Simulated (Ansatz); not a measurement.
WS2:
```
WS2
1.0
    3.18785     0.00000     0.00000
   -1.59393     2.76076     0.00000
    0.00000     0.00000    14.82836
W S
2 4
Cartesian
  0.00000   1.84051   3.70709
  1.59393   0.92025  11.12127
  0.00000   1.84051   9.55017
  1.59393   0.92025   5.27819
  1.59393   0.92025   2.13599
  0.00000   1.84051  12.69237
```

Relaxed with PBE. Special points in fractions of this cell's reciprocal vectors: Γ (0.000, 0.000, 0.000); M (0.500, 0.000, 0.000); K (0.333, 0.333, 0.000); A (0.000, 0.000, 0.500); L (0.500, 0.000, 0.500); H (0.333, 0.333, 0.500).

Problem. List the band energies nearest the valence-band maximum at these points for DFT-PBE in the program Ansatz with PAW potentials.

Solution. In eV from the valence-band maximum; about four levels below and three above (degenerate sets whole), none deeper than 8.9 eV; points with the same levels are listed once.

```json
[
 {"k": "Γ", "below": "-1.80 -1.80 -1.80 -1.80 -0.42 0.00", "above": "2.69 2.69 2.69 2.69"},
 {"k": "M", "below": "-1.46 -1.45 -1.11 -1.09", "above": "2.65 2.65 3.06"},
 {"k": "K", "below": "-2.55 -2.55 -0.20 -0.17", "above": "1.62 1.62 3.03"},
 {"k": "A", "below": "-1.80 -1.80 -1.80 -1.80 -0.18 -0.18", "above": "2.69 2.69 2.69 2.69"},
 {"k": "L", "below": "-1.46 -1.46 -1.10 -1.10", "above": "2.65 2.65 3.10 3.10"},
 {"k": "H", "below": "-2.55 -2.55 -0.19 -0.19", "above": "1.62 1.62 3.15 3.15"}
]
```

Space group P6_3/mmc. The PBE relaxation kept the symmetry of its start. The run is not spin-polarised. The volume lies over 15 % above that of the usual cell of this phase: another minimum, or an error of the functional. A crystal of weakly bound layers computed without a dispersion correction: the cell and the soft elastic constants depend strongly on that. Scalar-relativistic: spin–orbit coupling is off unless named, which matters more the heavier the elements.

Potentials: the earlier of the program's two PAW sets.
